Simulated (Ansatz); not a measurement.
TlCl:
Space group Pm-3m (No. 221); a = b = c = 3.917 Å, α = β = γ = 90.00°

| atom | site | symmetry | x | y | z |
|---|---|---|---|---|---|
| Tl | 1a | m-3m | 0.0000 | 0.0000 | 0.0000 |
| Cl | 1b | m-3m | 0.5000 | 0.5000 | 0.5000 |

Relaxed with PBE+D3(BJ). Independent-particle spectrum: no excitons, no local fields, no scissors shift; 0.1 eV broadening; ε₁ of the summed bands alone.

### Question
Tabulate the dielectric function from DFT-PBE+D3(BJ) in the program Ansatz with PAW potentials.

### Answer


```tsv
E (eV)	ε₁ xx	ε₂ xx
0.0	5.36	0.00
0.5	5.41	0.00
1.0	5.54	0.00
1.5	5.80	0.00
2.0	6.32	0.00
2.5	7.03	0.70
3.0	7.73	1.11
3.5	8.10	2.75
4.0	8.36	3.80
4.5	9.60	6.78
5.0	6.25	13.10
5.5	-0.77	7.55
6.0	-0.13	6.09
6.5	-1.03	3.74
7.0	0.84	3.86
7.5	-0.55	4.10
8.0	-0.92	3.97
8.5	-1.44	1.29
9.0	0.33	0.65
9.5	1.27	1.81
10.0	1.04	2.72
10.5	-0.59	2.56
11.0	-0.26	1.51
11.5	0.13	1.28
12.0	0.49	0.69
```

### Question
From ε at 2.5 eV (xx: 7.03 + 0.70i), find n, k, the normal reflectivity and the absorption coefficient.

### Answer
n = 2.65, k = 0.132, R = 21 %, α = 2kE/ħc = 33000 cm⁻¹.

With all bands, ε∞ without local fields is 5.51. DFPT, with local fields, gives 4.98.

The cell was relaxed with PBE+D3(BJ) under the symmetry of its start; phonons on a q-mesh show weakly imaginary modes. Spin–orbit coupling is left out wherever it is not named.

Potentials: the later of the program's two PAW sets.
